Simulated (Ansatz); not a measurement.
The calculation used DFT PBE, scalar-relativistic, plane waves, PAW in Ansatz 0.2.0. Settings: cutoff 420 eV, Γ-centred meshes spaced at most about 0.3 Å⁻¹, and about 0.25 Å⁻¹ or finer for metals (2π included), Gaussian smearing. No spin polarisation in the final relaxations.

Temperature and zero-point effects are left out. All come from trial cells, and lower structures may exist.

Task: Which of these relaxed structures of SiGe4Pt is the lowest in energy?
A.

```
Si Ge Pt
1.0
    -3.92775    3.92775    2.24861
     3.92775   -3.92775    2.24861
     3.92775    3.92775   -2.24861
Si Ge Pt
1 4 1
Cartesian
  0.0000 0.0000 0.0000
  2.5985 0.0000 2.2486
  1.3292 3.9278 0.0000
  0.0000 2.5985 2.2486
  3.9278 1.3292 0.0000
  0.0000 0.0000 2.2486
```

B.

```
Si Ge Pt
1.0
     0.00000    3.84364    3.84364
     3.84364    0.00000    3.84364
     3.84364    3.84364    0.00000
Si Ge Pt
1 4 1
Direct
  0.00000 0.00000 0.00000
  0.62530 0.62530 0.12409
  0.62530 0.12409 0.62530
  0.12409 0.62530 0.62530
  0.62530 0.62530 0.62530
  0.25000 0.25000 0.25000
```

C.

```
Si Ge Pt
1.0
    -1.94390    1.94390    7.44009
     1.94390   -1.94390    7.44009
     1.94390    1.94390   -7.44009
Si Ge Pt
1 4 1
Direct
  0.00000 0.00000 0.00000
  0.64409 0.14409 0.50000
  0.14409 0.64409 0.50000
  0.35591 0.85591 0.50000
  0.85591 0.35591 0.50000
  0.50000 0.50000 0.00000
```

D.

```
Si Ge Pt
1.0
    -3.09889    3.09889    2.82314
     3.09889   -3.09889    2.82314
     3.09889    3.09889   -2.82314
Si Ge Pt
1 4 1
Direct
  0.50000 0.50000 0.00000
  0.90301 0.40301 0.80602
  0.59699 0.09699 0.19398
  0.09699 0.90301 0.50000
  0.40301 0.59699 0.50000
  0.00000 0.00000 0.00000
```

Result: D. It has space group I422 (No. 97); the next, C, with space group I4/mmm (No. 139), lies 64 meV/atom higher. Counting Ge or Si atoms around Pt (for each partner element, those within 1.25 times its shortest distance or 1.15 times the sum of covalent radii, where it is the nearest in units of that sum or under 1.3), the lowest has Pt 10 and the next has Pt 12. Even the lowest lies +0.13 eV/atom against the elements.

Weakly bound directions are ill-defined at this level, which has no dispersion term (I4/mmm at 18.7 Å³/atom), and this can change margins and order among such cells. These runs have no spin–orbit coupling, which can matter for Pt. Cells relaxed within their symmetry can be saddle points. Some structure types and database cells were kept out of the candidates from the start, so a known form may be missing.
